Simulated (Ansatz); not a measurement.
ScIr: from a starting cell to a relaxed one

The start is a generated cell, ScIr built in the AFLOW prototype AB_cP8_198_a_a (B20, as in FeSi). The cell and all atomic positions are relaxed at zero pressure with PBE (plane waves to 420 eV, PAW, scalar-relativistic; Ansatz, an electronic-structure program). The first steps use a coarse 7×7×7 k-mesh.

The start:
```yaml
crystal:
  lattice:
    - [5.10888, 0.00000, 0.00000]
    - [0.00000, 5.10888, 0.00000]
    - [0.00000, 0.00000, 5.10888]
  atoms:
    - { symbol: Sc, position: [0.13652, 0.13652, 0.13652] }
    - { symbol: Sc, position: [0.63652, 0.36348, 0.86348] }
    - { symbol: Sc, position: [0.86348, 0.63652, 0.36348] }
    - { symbol: Sc, position: [0.36348, 0.86348, 0.63652] }
    - { symbol: Ir, position: [0.84240, 0.84240, 0.84240] }
    - { symbol: Ir, position: [0.34240, 0.65760, 0.15760] }
    - { symbol: Ir, position: [0.15760, 0.34240, 0.65760] }
    - { symbol: Ir, position: [0.65760, 0.15760, 0.34240] }
```

```json
{
  "largest_initial_force": "1.34 eV/Å, on Sc1, Sc2, Sc3, Sc4 (atoms numbered as listed)",
  "outcome": "The space group stays P2₁3 (No. 198) (the run could not lower it); the end is AFLOW prototype AB_cP8_198_a_a (B20, as in FeSi), with 8 atoms in the primitive cell",
  "energy_released": "0.09 eV/atom",
  "volume_change": "+4.9 %, from 16.67 to 17.48 Å³/atom",
  "band_gap_at_the_end": "no gap on the sampled points, where the bands overlap only slightly; such a result is sensitive to mesh and level",
  "optimiser_moves": "4"
}
```

Relaxed structure:

Space group P2₁3 (No. 198); a = 5.1907 Å, b = 5.1907 Å, c = 5.1907 Å, α = 90.00°, β = 90.00°, γ = 90.00°

| atom | site | symmetry | x | y | z |
|---|---|---|---|---|---|
| Sc | 4a | .3. | 0.1588 | 0.1588 | 0.1588 |
| Ir | 4a | .3. | 0.8451 | 0.8451 | 0.8451 |

Final values are on a 9×9×9 k-mesh of the relaxed cell. No spin polarisation in the result. Spin-orbit coupling is missing; with elements this heavy it can move band edges by tenths of an eV or more.

The run could not lose the symmetry of its start, so the end can be a saddle point.

The relaxed structure here is a generated cell of ScIr: the first start was made by placing the elements on the sites of a structure type, and the end was not matched to a known phase here, so it may be hypothetical.
